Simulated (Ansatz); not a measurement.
Computed frozen-phonon scan: LiNbO3 (LiNbO3 type, space group R3c)

Starting cell, LiNbO$_{3}$ (LiNbO3 type, space group R3c):

```
CELL_PARAMETERS angstrom
      2.59493     1.49819     4.67214
     -2.59493     1.49819     4.67214
      0.00000    -2.99637     4.67214
ATOMIC_POSITIONS crystal
  Li 0.70264 0.70264 0.70264
  Li 0.20264 0.20264 0.20264
  Nb 0.98381 0.98381 0.98381
  Nb 0.48381 0.48381 0.48381
  O  0.62624 0.87386 0.26316
  O  0.87386 0.26316 0.62624
  O  0.26316 0.62624 0.87386
  O  0.76316 0.37386 0.12624
  O  0.37386 0.12624 0.76316
  O  0.12624 0.76316 0.37386
```

The atoms are displaced by Q × the pattern below (from a DFPT mode at Γ, largest move 1; Q in Å), at fixed cell. It is one choice among 2 degenerate patterns.

```
atom       x       y       z
----  ------  ------  ------
Li1   -0.592  -0.806   0.000
Li2    0.592  -0.806   0.000
Nb3    0.093   0.010   0.000
Nb4   -0.093   0.010   0.000
O5    -0.144  -0.039   0.191
O6     0.125   0.079   0.059
O7    -0.111   0.253  -0.250
O8    -0.125   0.079   0.059
O9     0.144  -0.039   0.191
O10    0.111   0.253  -0.250
```

All values below come from PBE (plane waves to 420 eV, PAW, scalar-relativistic; Ansatz, a program for electronic structure). k mesh 8×8×8 (Γ-centred), Fermi-Dirac smearing 0.05 eV. E stands for the smeared free energy. Stress and pressure are positive under compression. LiNbO3 is run without spin polarisation. LiNbO3 was relaxed with its symmetry unable to fall. The PAW data are Ansatz's earlier set. The zero of ΔE is the undisplaced structure.

| Q (Å) | ΔE (eV/cell) | −dE/dQ from forces (eV/Å) | P (GPa) |
|---|---|---|---|
| -0.280 | 0.407 | 3.269 | 1.69 |
| -0.233 | 0.271 | 2.546 | 1.15 |
| -0.187 | 0.168 | 1.916 | 0.72 |
| -0.140 | 0.091 | 1.363 | 0.40 |
| -0.093 | 0.040 | 0.869 | 0.18 |
| -0.047 | 0.010 | 0.419 | 0.05 |
| 0.000 | 0.000 | 0.000 | 0.01 |
| 0.047 | 0.009 | -0.400 | 0.05 |
| 0.093 | 0.037 | -0.790 | 0.17 |
| 0.140 | 0.083 | -1.180 | 0.35 |
| 0.187 | 0.147 | -1.576 | 0.61 |
| 0.233 | 0.230 | -1.982 | 0.94 |
| 0.280 | 0.333 | -2.403 | 1.33 |

Derived quantities:

* **Energy at Q = 0.280 Å**: 333 meV/cell
* **Space group of the distorted cell**: Cc (No. 9), lowered from R3c
* **Symmetry of the curve**: not even: the negative side lies higher at ±0.280 Å
* **Shape of the curve**: a single well with its minimum at or next to zero displacement
* **Harmonic wavenumber from the curvature (finite differences)**: 324 cm⁻¹
* **Wavenumber by perturbation theory (DFPT, on another k mesh)**: 324 cm⁻¹

(For displaced atoms, the force is minus the slope of the energy, and its curvature is a force constant, which sets phonon frequencies.)
